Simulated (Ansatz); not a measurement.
Relaxed KTaO$_{3}$ (cubic perovskite):

```yaml
crystal:
  lattice:
    - [4.02442, 0.00000, 0.00000]
    - [0.00000, 4.02442, 0.00000]
    - [0.00000, 0.00000, 4.02442]
  atoms:
    - { symbol: K, position: [0.00000, 0.00000, 0.00000] }
    - { symbol: Ta, position: [0.50000, 0.50000, 0.50000] }
    - { symbol: O, position: [0.00000, 0.50000, 0.50000] }
    - { symbol: O, position: [0.50000, 0.50000, 0.00000] }
    - { symbol: O, position: [0.50000, 0.00000, 0.50000] }
```

Computed with PBE (plane waves to 420 eV, PAW, scalar-relativistic; Ansatz, a first-principles code). k mesh 7×7×7 (Γ-centred), Fermi-Dirac smearing 0.05 eV. KTaO3 is run without spin polarisation. KTaO3 was relaxed with its symmetry unable to fall. Spin-orbit coupling is left out, though Ta is heavy.

One atom of the cell was then moved (with its periodic images), all else fixed, and the forces (eV/Å) came out as:

| atom | Fx | Fy | Fz |
|---|---|---|---|
| K1 | 0.304 | 0.304 | 0.000 |
| Ta2 | -0.175 | -0.175 | 0.000 |
| O3 | -0.054 | -0.035 | 0.000 |
| O4 | -0.039 | -0.039 | 0.000 |
| O5 | -0.035 | -0.054 | 0.000 |

Task: Which atom was moved, and by which vector (Å)?

Result: K1, by (-0.08, -0.08, 0.00), 0.11 Å in all.

(A displaced cell: forces are minus the slopes of the energy, force constants its curvatures, and phonons follow from these.)
